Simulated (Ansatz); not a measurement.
Ru (simple cubic): energy against volume

Computed with Ansatz, DFT, LDA (PW92), plane waves (420 eV) with PAW, scalar-relativistic. The PAW files were generated under PBE, with cores re-solved for the functional.

The cell is scaled uniformly from the relaxed one, with fractional coordinates and shape fixed. Energies are extrapolated to zero smearing, pressures are those at the given smearing. Magnetic state: spin not included.

A Birch-Murnaghan fit gives V₀ = 14.95 Å³/atom, B₀ = 263 GPa, B₀′ = 4.6.

(1) What are the energy above the minimum and the pressure at 13.766 Å³/atom?

(2) What are the energy above the minimum and the pressure at 14.365 Å³/atom?

(3) What are the energy above the minimum and the pressure at 15.562 Å³/atom?

## Answers

(1) 90.3 meV/atom and 26.75 GPa as computed.

(2) 20.5 meV/atom and 11.99 GPa as computed.

(3) 18.8 meV/atom and -9.18 GPa as computed.
